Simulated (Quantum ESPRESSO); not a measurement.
# Kohn-Sham bands of Mg3ZnO4 (Pm-3m)

```
CELL_PARAMETERS angstrom
      4.28008     0.00000     0.00000
      0.00000     4.28008     0.00000
      0.00000     0.00000     4.28008
ATOMIC_POSITIONS crystal
  Mg 0.00000 0.50000 0.50000
  Mg 0.50000 0.00000 0.50000
  Mg 0.50000 0.50000 0.00000
  Zn 0.00000 0.00000 0.00000
  O  0.50000 0.00000 0.00000
  O  0.00000 0.50000 0.00000
  O  0.00000 0.00000 0.50000
  O  0.50000 0.50000 0.50000
```

Structure: Materials Project mp-1024045, symmetrised, not relaxed again. Not found in the COD (Crystallography Open Database) copy used; not checked further. Method: LDA plane waves in Quantum ESPRESSO 7.5 (PseudoDojo norm-conserving files, 68 Ry, no spin polarisation, no spin-orbit coupling), Bloch states on a 6×6×6 mesh through Γ, Wannier90 4.0.1. Density: 8×8×8 mesh, cold smearing 0.01 Ry.

Energies are relative to the valence-band maximum; weights are on the orthonormalised atomic waves of the pseudopotential files, averaged over the group. 74 electrons a cell are treated as valence.

Q: Into which isolated groups do the bands fall, where do they lie and what are they made of?

A: 
```tsv
bands	from (eV)	to (eV)	filling	weight on atomic waves
1	-123.03	-123.03	filled	Zn 3s 100 %
2–4	-77.63	-77.63	filled	Zn 3p 100 %
5–7	-72.62	-72.61	filled	Mg 2s 99 %
8–16	-40.07	-40.00	filled	Mg 2p 100 %
17–20	-17.77	-16.11	filled	O 2s 89 %, Mg 3s 7 %
21–37	-6.57	0.00	filled	O 2p 64 %, Zn 3d 29 %
```

The Kohn-Sham gap over both meshes and the path is 2.10 eV.
